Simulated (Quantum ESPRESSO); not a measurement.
Mg4S3Cl (made-up cell) (calculated)

Computed with Quantum ESPRESSO 7.5. Calculation on a made-up crystal cell, not a measurement: periodic Kohn-Sham density functional theory in plane waves with PseudoDojo standard norm-conserving scalar-relativistic pseudopotentials, each functional with its own files (v0.5 for PBE, v0.4.1 for LDA and PBEsol), no spin polarisation, no spin-orbit coupling, atoms not relaxed, stress positive in tension, energies less a fixed whole-eV offset for each atom's element; levels are Kohn-Sham levels at fractions of this cell's reciprocal vectors, counted from the reference band (half the neutral cell's valence electrons, rounded up) at Gamma; error bars cover cutoff and k-mesh only, not smearing or the files; added strain carries the atoms with the cell, and shear is the tensor component; each bar is the largest change over components, and at least 0.002 eV, 0.002 eV per angstrom or 0.02 GPa; energies are for the whole cell, and the offsets were chosen from early runs and are not element reference energies.

Settings shared by all entries: lattice type wurtzite; functional pbe; cutoff 1143 eV; fermi dirac smearing 0.1 eV; scf tolerance 1e-07 eV; electrons removed 0; k mesh 6 x 6 x 6, shifted by half a step.

(1) 
```xyz
8
Lattice="4.1405 -0.0491 -0.0539 -0.0850 7.0134 -0.0461 -0.0881 -0.0434 6.5852" Properties=species:S:1:pos:R:3 formula=Mg4S3Cl free_energy_less_offsets=4.657 smearing_term_minus_ts=-0.07298 scf_iterations=10 pressure=2.81 stress_xx=0.4708 stress_yy=-4.83 stress_zz=-4.069 stress_yz=1.873 stress_xz=-0.7497 stress_xy=1.321 fermi_level=1.66 reference_band=33 error_bar_energy=0.00508 error_bar_stress=0.04514 error_bar_force=0.007876 error_bar_next_band_up=0.002 error_bar_fermi_level=0.01405 error_bars_from=tighter_rerun_of_this_cell
Mg    -0.0900     0.1222     0.1718
Mg     1.8542     3.5172    -0.1486
Mg     2.0034     1.1750     3.2780
Mg    -0.1320     4.8252     3.1645
S     -0.2169    -0.1192     2.4113
Cl     1.9113     3.3079     2.3359
S      2.0108     1.2026     5.7003
S     -0.1059     4.6604     5.6748
```

Units: free_energy_less_offsets, smearing_term_minus_ts, fermi_level, error_bar_energy, error_bar_next_band_up, error_bar_fermi_level in eV; pressure, stress_xx, stress_yy, stress_zz, stress_yz, stress_xz, stress_xy, error_bar_stress in GPa; error_bar_force in eV/Å.

Atoms:
```tsv
atoms element	atom site	atom energy offset (eV)
Mg	1	-1617
Mg	2	-1617
Mg	3	-1617
Mg	4	-1617
S	5	-302
Cl	6	-449
S	7	-302
S	8	-302
```

Forces:
```tsv
site	x (eV/Å)	y (eV/Å)	z (eV/Å)
1	0.3995	-0.1901	-1.917
2	0.8707	0.2203	-0.3974
3	-0.2222	-1.181	0.1439
4	0.11	-1.474	0.9311
5	0.1214	1.886	0.9723
6	-0.02115	0.7058	-0.1067
7	-0.3762	-0.5201	0.3495
8	-0.8822	0.5536	0.02443
```

Levels:
```tsv
level k point	next band up (eV)
Gamma	1.95
(1/2,1/2,1/2)	1.965
(0.15,0,0)	2.448
(0,0.15,0)	2.074
(0,0,0.15)	1.919
```

(2) 
```xyz
8
Lattice="4.1405 -0.0491 -0.0539 -0.0850 7.0134 -0.0461 -0.0881 -0.0434 6.5852" Properties=species:S:1:pos:R:3 formula=Mg4S3Cl free_energy_less_offsets=4.637 smearing_term_minus_ts=-0.07329 scf_iterations=10 pressure=2.741 stress_xx=0.4346 stress_yy=-4.616 stress_zz=-4.041 stress_yz=1.78 stress_xz=-0.7463 stress_xy=1.302 fermi_level=1.663 reference_band=33 error_bar_energy=0.00508 error_bar_stress=0.04514 error_bar_force=0.007876 error_bar_next_band_up=0.002 error_bar_fermi_level=0.01405 error_bars_from=tighter_rerun_of_a_related_cell
Mg    -0.0900     0.1222     0.1718
Mg     1.8542     3.5172    -0.1486
Mg     2.0034     1.1750     3.2780
Mg    -0.1320     4.8252     3.1645
S     -0.2169    -0.1192     2.4113
Cl     1.9113     3.3382     2.3359
S      2.0108     1.2026     5.7003
S     -0.1059     4.6604     5.6748
```

Units: free_energy_less_offsets, smearing_term_minus_ts, fermi_level, error_bar_energy, error_bar_next_band_up, error_bar_fermi_level in eV; pressure, stress_xx, stress_yy, stress_zz, stress_yz, stress_xz, stress_xy, error_bar_stress in GPa; error_bar_force in eV/Å.

Atoms:
```tsv
atoms element	atom site	atom energy offset (eV)
Mg	1	-1617
Mg	2	-1617
Mg	3	-1617
Mg	4	-1617
S	5	-302
Cl	6	-449
S	7	-302
S	8	-302
```

Forces:
```tsv
site	x (eV/Å)	y (eV/Å)	z (eV/Å)
1	0.4006	-0.183	-1.917
2	0.8694	0.2129	-0.405
3	-0.2275	-1.049	0.08721
4	0.1087	-1.472	0.9429
5	0.1248	1.867	0.973
6	-0.01792	0.5842	-0.0549
7	-0.3763	-0.5199	0.3577
8	-0.8818	0.5597	0.01591
```

Levels:
```tsv
level k point	next band up (eV)
Gamma	1.944
(1/2,1/2,1/2)	1.949
(0.15,0,0)	2.445
(0,0.15,0)	2.064
(0,0,0.15)	1.908
```

(3) 
```xyz
8
Lattice="4.1405 -0.0491 -0.0539 -0.0850 7.0134 -0.0461 -0.0881 -0.0434 6.5852" Properties=species:S:1:pos:R:3 formula=Mg4S3Cl free_energy_less_offsets=4.6 smearing_term_minus_ts=-0.07418 scf_iterations=10 pressure=2.614 stress_xx=0.3221 stress_yy=-4.188 stress_zz=-3.976 stress_yz=1.576 stress_xz=-0.7409 stress_xy=1.254 fermi_level=1.663 reference_band=33 error_bar_energy=0.00508 error_bar_stress=0.04514 error_bar_force=0.007876 error_bar_next_band_up=0.002 error_bar_fermi_level=0.01405 error_bars_from=tighter_rerun_of_a_related_cell
Mg    -0.0900     0.1222     0.1718
Mg     1.8542     3.5172    -0.1486
Mg     2.0034     1.1750     3.2780
Mg    -0.1320     4.8252     3.1645
S     -0.2169    -0.1192     2.4113
Cl     1.9113     3.4225     2.3359
S      2.0108     1.2026     5.7003
S     -0.1059     4.6604     5.6748
```

Units: free_energy_less_offsets, smearing_term_minus_ts, fermi_level, error_bar_energy, error_bar_next_band_up, error_bar_fermi_level in eV; pressure, stress_xx, stress_yy, stress_zz, stress_yz, stress_xz, stress_xy, error_bar_stress in GPa; error_bar_force in eV/Å.

Atoms:
```tsv
atoms element	atom site	atom energy offset (eV)
Mg	1	-1617
Mg	2	-1617
Mg	3	-1617
Mg	4	-1617
S	5	-302
Cl	6	-449
S	7	-302
S	8	-302
```

Forces:
```tsv
site	x (eV/Å)	y (eV/Å)	z (eV/Å)
1	0.4036	-0.1623	-1.912
2	0.8659	0.1917	-0.419
3	-0.2385	-0.7596	-0.03577
4	0.1051	-1.451	0.9744
5	0.1347	1.813	0.9751
6	-0.01311	0.3137	0.03996
7	-0.3767	-0.5189	0.3823
8	-0.881	0.5733	-0.005132
```

Levels:
```tsv
level k point	next band up (eV)
Gamma	1.925
(1/2,1/2,1/2)	1.906
(0.15,0,0)	2.43
(0,0.15,0)	2.039
(0,0,0.15)	1.877
```
